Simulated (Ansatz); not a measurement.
Starting structure of a cell relaxation (symmetry kept):

Space group Fm-3m (No. 225). a = 5.440 Å, b = 5.440 Å, c = 5.440 Å, α = 90.00°, β = 90.00°, γ = 90.00°
```json
{"atom": "Mn", "site": "4a", "symmetry": "m-3m", "x": "0.0000", "y": "0.0000", "z": "0.0000"}
{"atom": "Se", "site": "4b", "symmetry": "m-3m", "x": "0.5000", "y": "0.0000", "z": "0.0000"}
```

Level of theory: DFT r2SCAN, scalar-relativistic, plane waves, PAW in Ansatz 0.2.0.

Settings: cutoff 500 eV, Γ-centred mesh 14×14×14 on the computed 2-atom cell, Gaussian smearing of 0.10 eV; collinear spin from starting moments 4.96 0.16 μB.

What does it relax to?

The volume rises by 0.33 Å³/atom to 20.45 Å³/atom, and the energy falls by 1.2 meV/atom. The cell ends with a moment of 4.99 μB (only this magnetic start was tried). Final structure:
```yaml
crystal:
  lattice:
    - [0.00000, 2.73482, 2.73482]
    - [2.73482, 0.00000, 2.73482]
    - [2.73482, 2.73482, 0.00000]
  atoms:
    - { symbol: Mn, position: [0.00000, 0.00000, 0.00000] }
    - { symbol: Se, position: [0.50000, 0.50000, 0.50000] }
```

Course of the relaxation (steps run on the plane waves of an earlier cell, and the basis is chosen afresh near the end, so energy and pressure can step there; trial steps that raised the energy were taken back; energies are free energies):

```json
{"step": "1", "E − E_final (meV/atom)": "1.2", "P (GPa)": "1.18", "V (Å³/atom)": "20.12"}
{"step": "2", "E − E_final (meV/atom)": "0.3", "P (GPa)": "-0.39", "V (Å³/atom)": "20.57"}
{"step": "3", "E − E_final (meV/atom)": "0.2", "P (GPa)": "0.00", "V (Å³/atom)": "20.45"}
{"step": "4", "E − E_final (meV/atom)": "0.0", "P (GPa)": "0.00", "V (Å³/atom)": "20.45"}
```

The state reached may not be the lowest one. The cell holds one magnetic atom, so it can only be ferromagnetic; an antiferromagnetic order may lie lower.